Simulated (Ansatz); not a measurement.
Cs$_{2}$LiYCl$_{6}$ (space group Fm-3m)

```
Cs2LiYCl6
1.0
    0.00000     5.24701     5.24701
    5.24701     0.00000     5.24701
    5.24701     5.24701     0.00000
Cs Li Y Cl
2 1 1 6
Direct
  0.75000   0.75000   0.75000
  0.25000   0.25000   0.25000
  0.50000   0.50000   0.50000
  0.00000   0.00000   0.00000
  0.74897   0.25103   0.25103
  0.25103   0.74897   0.74897
  0.25103   0.74897   0.25103
  0.74897   0.25103   0.74897
  0.25103   0.25103   0.74897
  0.74897   0.74897   0.25103
```

E(V) scan at fixed shape, V₀ the volume above. The atoms relax within the cell's symmetry.

Method: r2SCAN (plane waves to 500 eV, PAW, scalar-relativistic; Ansatz, a program for electronic structure). k mesh 6×6×6 (Γ-centred), Fermi-Dirac smearing 0.05 eV. Stress and pressure are positive under compression. Cs2LiYCl6 is run without spin polarisation. Cs2LiYCl6 was relaxed with its symmetry unable to fall.

At one point of the scan the stress tensor (GPa) is:

```
   0.28     0.00     0.00
   0.00     0.28     0.00
   0.00     0.00     0.28
```

Which point is it?
(A) V/V₀ = 0.988
(B) V/V₀ = 0.952
(C) V/V₀ = 0.976
(D) V/V₀ = 0.964

A, V/V₀ = 0.988

(Under strain, the slope of the energy per volume gives the stress and its curvature an elastic modulus.)
